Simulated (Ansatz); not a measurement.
Al₂Cu (Al2Cu type, space group I4/mcm)

```
Al2Cu
1.0
   -3.02979     3.02979     2.43726
    3.02979    -3.02979     2.43726
    3.02979     3.02979    -2.43726
Al Cu
4 2
Direct
  0.65828   0.15828   0.81655
  0.84172   0.65828   0.50000
  0.15828   0.34172   0.50000
  0.34172   0.84172   0.18345
  0.25000   0.25000   0.00000
  0.75000   0.75000   0.00000
```

In this cell atom 1 (Al, nearest neighbour Cu at 2.587 Å; its periodic images, 4.9 Å or more away, move with it) is moved by s along Cartesian x, unit vector (1.000, 0.000, 0.000); all other atoms and the cell stay fixed.

All values below come from PBE (plane waves to 420 eV, PAW, scalar-relativistic; Ansatz, an electronic-structure program). k mesh 10×10×10 (Γ-centred), Fermi-Dirac smearing 0.05 eV. Energies are smeared free energies. With partly filled bands, energies and forces of such displacements shift with the k mesh and the smearing. F∥ is the force on the atom along that direction. F⊥ is the part of the force across the line. Al2Cu is run without spin polarisation. Al2Cu was relaxed with its symmetry unable to fall. The zero of ΔE is the undisplaced structure.

```json
[
 {"s (Å)": "-0.780", "ΔE (meV/cell)": "1507", "F∥ (eV/Å)": "?", "|F⊥| (eV/Å)": "1.484"},
 {"s (Å)": "-0.624", "ΔE (meV/cell)": "957", "F∥ (eV/Å)": "3.083", "|F⊥| (eV/Å)": "0.881"},
 {"s (Å)": "-0.468", "ΔE (meV/cell)": "540", "F∥ (eV/Å)": "2.274", "|F⊥| (eV/Å)": "0.414"},
 {"s (Å)": "-0.312", "ΔE (meV/cell)": "244", "F∥ (eV/Å)": "1.526", "|F⊥| (eV/Å)": "?"},
 {"s (Å)": "-0.156", "ΔE (meV/cell)": "64", "F∥ (eV/Å)": "0.789", "|F⊥| (eV/Å)": "0.018"},
 {"s (Å)": "0.000", "ΔE (meV/cell)": "0", "F∥ (eV/Å)": "0.014", "|F⊥| (eV/Å)": "0.014"},
 {"s (Å)": "0.156", "ΔE (meV/cell)": "65", "F∥ (eV/Å)": "-0.875", "|F⊥| (eV/Å)": "0.214"},
 {"s (Å)": "0.312", "ΔE (meV/cell)": "283", "F∥ (eV/Å)": "-1.951", "|F⊥| (eV/Å)": "0.622"},
 {"s (Å)": "0.468", "ΔE (meV/cell)": "689", "F∥ (eV/Å)": "-3.311", "|F⊥| (eV/Å)": "1.297"},
 {"s (Å)": "0.624", "ΔE (meV/cell)": "1336", "F∥ (eV/Å)": "-5.057", "|F⊥| (eV/Å)": "2.307"},
 {"s (Å)": "0.780", "ΔE (meV/cell)": "2291", "F∥ (eV/Å)": "-7.278", "|F⊥| (eV/Å)": "3.714"}
]
```

Problem. Some entries are withheld; supply them.

Solution. 
- -0.780, F∥ (eV/Å): 3.989
- -0.312, |F⊥| (eV/Å): 0.113

(For displaced atoms, the force is minus the slope of the energy, and its curvature is a force constant, which sets phonon frequencies.)
